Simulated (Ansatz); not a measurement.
Zr in space group P6/mmm (No. 191; Zr on 1b, Zr on 2c) at seven volumes, plane-wave PAW LDA (Ansatz code), shape and atoms relaxed at each. One row is withheld.

| V (Å³/atom) | P (GPa) |
|---|---|
| 19.618 | 12.03 |
| 20.265 | 7.46 |
| 20.912 | 3.47 |
| 21.559 | 0.00 |
| 22.205 | ? |
| 22.852 | -5.67 |
| 23.499 | -7.98 |

Task: Fit the shown pressures and predict the withheld one.

Result: P = (3/2)B₀(x^(7/2) − x^(5/2))[1 + (3/4)(B′ − 4)(x − 1)] with x = (V₀/V)^(2/3). Least squares on the six rows gives V₀ = 21.559 Å³/atom, B₀ = 108 GPa, B′ = 3.54. At V = 22.205, x = 0.9805 and P = -3.03 GPa. The run itself gave -3.03 GPa.

This is a known high-pressure phase of the composition, computed here at zero pressure and temperature. The LDA relaxation kept the symmetry of its start; whether a distortion lowers the energy is not shown. No spin polarisation was allowed.

Potentials: the later of the program's two PAW sets.
